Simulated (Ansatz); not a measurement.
# Structures of IrC: which is lowest?

Plane-wave DFT in Ansatz with scalar-relativistic PAW potentials, cutoff 420 eV, Γ-centred meshes chosen by cell and gap, Gaussian smearing with energies taken to zero width. Every cell was relaxed (cell and atoms) in a run of its own, within the symmetry of its start. Functional: PBE.

Relaxed structures (starts from databases or built by putting these elements on another compound's sites):
A. F-43m, 2 atoms in the computed cell, a = 4.621 Å; sites (symmetry × multiplicity) Ir -43m × 4, C -43m × 4; start: built
B. P4/nmm, 4 atoms in the computed cell, a = 3.317 Å, c = 4.270 Å; sites (symmetry × multiplicity) Ir 4mm × 2, C -4m2 × 2; start: built

Question: Rank them by energy. Could pressure change the order?

Answer:
| structure | group | E − E(lowest) (meV/atom) | V (Å³/atom) | gap on mesh (eV) |
| --- | --- | --- | --- | --- |
| A | F-43m | 0.0 | 12.33 | 0.00 |
| B | P4/nmm | 459 | 11.75 | 0.00 |

A is lowest, 459 meV/atom under B. B is denser by 0.59 Å³/atom, so pressure favours it: ΔE/ΔV, with ΔE in eV and 1 eV/Å³ = 160.2 GPa, gives about 125 GPa for equal enthalpy if both cells were rigid; at such pressures compression changes ΔV much, so this is a scale only. Other structures may lie lower than all of these, and vibrations aren't counted.

Spin-orbit coupling is left out, which matters for the bands of heavy elements.